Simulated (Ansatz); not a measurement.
PtS2 (CdI2 type, P-3m1) at seven volumes, the program Ansatz at the r²SCAN+D4 level (PAW), shape and atoms relaxed at each. One row is withheld.

```json
[
 {"V (Å³/atom)": "17.232", "P (GPa)": "3.18"},
 {"V (Å³/atom)": "17.800", "P (GPa)": "1.77"},
 {"V (Å³/atom)": "18.368", "P (GPa)": "0.72"},
 {"V (Å³/atom)": "18.936", "P (GPa)": "0.00"},
 {"V (Å³/atom)": "19.504", "P (GPa)": "?"},
 {"V (Å³/atom)": "20.072", "P (GPa)": "-0.98"},
 {"V (Å³/atom)": "20.640", "P (GPa)": "-1.23"}
]
```

**Question.** Fit the shown pressures and predict the withheld one.

**Answer.** P = (3/2)B₀(x^(7/2) − x^(5/2))[1 + (3/4)(B′ − 4)(x − 1)] with x = (V₀/V)^(2/3). Least squares on the six rows gives V₀ = 18.909 Å³/atom, B₀ = 22.2 GPa, B′ = 9.81. At V = 19.504, x = 0.9796 and P = -0.59 GPa. The run itself gave -0.63 GPa.

The r²SCAN+D4 relaxation kept the symmetry of its start. No spin polarisation was allowed. Scalar-relativistic: spin–orbit coupling is off unless named, which matters more the heavier the elements.

Potentials: the later of the program's two PAW sets.
